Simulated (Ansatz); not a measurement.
## Quadrupolar parameters in Si3N4

The cell is a COD entry (perhaps calculated rather than measured), its atoms then relaxed with PBE in this cell.

```
Si N
1.0
     0.00000    3.83825    3.83825
     3.83825    0.00000    3.83825
     3.83825    3.83825    0.00000
Si N
6 8
Direct
  0.12500 0.12500 0.12500
  0.62500 0.12500 0.12500
  0.12500 0.12500 0.62500
  0.12500 0.62500 0.12500
  0.50000 0.50000 0.50000
  0.75000 0.75000 0.75000
  0.88222 0.88222 0.88222
  0.89666 0.36778 0.36778
  0.88222 0.88222 0.35334
  0.36778 0.89666 0.36778
  0.35334 0.88222 0.88222
  0.36778 0.36778 0.36778
  0.88222 0.35334 0.88222
  0.36778 0.36778 0.89666
```

Atoms are numbered from 1 in the order listed; like atoms form one site, named after its first atom.

Method: Kohn–Sham DFT in Ansatz, PBE, plane waves and PAW (field gradients read without the response of the frozen cores, which leaves them typically 4 to 6 % off), scalar-relativistic, 420 eV cutoff, Γ-centred 6×6×6 k-points, Fermi–Dirac smearing 0.02 eV.

V_zz is the principal component of the electric field gradient with the largest magnitude, η = (V_xx − V_yy)/V_zz and C_Q = eQV_zz/h.

N-14: I = 1, Q = 20.44 mb. Q values from Pyykkö, Mol. Phys. 116, 1328 (2018).

```json
{"site": "Si1", "atoms (order as listed)": "1, 2, 3, 4", "first shell": "6 N at 1.87 Å", "V_zz (10²¹ V/m²)": "-0.063", "η": "0.00", "C_Q (MHz)": "–"}
{"site": "Si5", "atoms (order as listed)": "5, 6", "first shell": "4 N at 1.76 Å", "V_zz (10²¹ V/m²)": "0.00", "η": "–", "C_Q (MHz)": "–"}
{"site": "N", "atoms (order as listed)": "7, 8, 9, 10, 11, 12, …", "first shell": "4 Si at 1.76–1.87 Å", "V_zz (10²¹ V/m²)": "2.90", "η": "0.00", "C_Q (MHz)": "1.44"}
```

An axis of threefold or higher order runs through Si1 and N, so V_zz lies along it and η is zero. Si5 sits on a cubic site, where every gradient vanishes.

Si has no stable isotope with a ground-state quadrupole moment in the table, so no C_Q is given.

At this cell the PBE pressure is 14 GPa, so with PBE the cell would grow if it were relaxed. The entry's cell may itself be off.

The relaxation (3 steps) took 5 s of wall time (4.8 s of CPU time) and 0.46 GiB at its peak, on 1 thread of AMD EPYC 9R45 (Zen 5) (x86_64; 16 cores open to the job, memory cap 3.0 GiB, no GPU), a shared host with a load of 0.2 a core.
